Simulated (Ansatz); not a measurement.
SiO$_{2}$ (rutile)

```cif
data_O4Si2
_chemical_formula_sum 'Si2 O4'
_space_group_name_H-M_alt 'P42/mnm'
_space_group_IT_number 136
_space_group_name_Hall '-P 4n 2n'
_cell_length_a 4.23616
_cell_length_b 4.23616
_cell_length_c 2.69045
_cell_angle_alpha 90.000
_cell_angle_beta 90.000
_cell_angle_gamma 90.000
loop_
_atom_site_label
_atom_site_type_symbol
_atom_site_symmetry_multiplicity
_atom_site_Wyckoff_symbol
_atom_site_fract_x
_atom_site_fract_y
_atom_site_fract_z
_atom_site_occupancy
Si1 Si 2 a 0.00000 0.00000 0.00000 1
O1 O 4 g 0.19301 0.19301 0.50000 1
```

The volume is varied about the relaxed value V₀ at fixed cell shape. The atoms relax within the cell's symmetry.

Calculation: PBE (plane waves to 420 eV, PAW, scalar-relativistic; Ansatz, a program for electronic structure). k mesh 8×8×12 (Γ-centred), Fermi-Dirac smearing 0.05 eV. Energies are smeared free energies. With the shape held, the modulus is that of even scaling; a crystal free to change shape is softer. SiO2 was relaxed with its symmetry unable to fall. The zero of ΔE is the relaxed starting cell.

```csv
V (Å³/atom),ΔE (meV/atom)
7.564,28.0
7.644,19.1
7.725,12.0
7.805,6.6
7.886,2.9
7.966,0.7
8.047,0.0
8.127,0.7
8.208,2.7
8.288,5.9
8.369,10.3
8.449,15.9
8.530,22.5
```

Q: What is the fitted pressure derivative B₀′?

A: 4.5.

Q: What bulk modulus at fixed cell shape B₀ follows from a third-order Birch-Murnaghan fit?

A: 277 GPa.

(A scan under strain: stresses follow from slopes of the energy per volume, elastic moduli from its curvatures.)
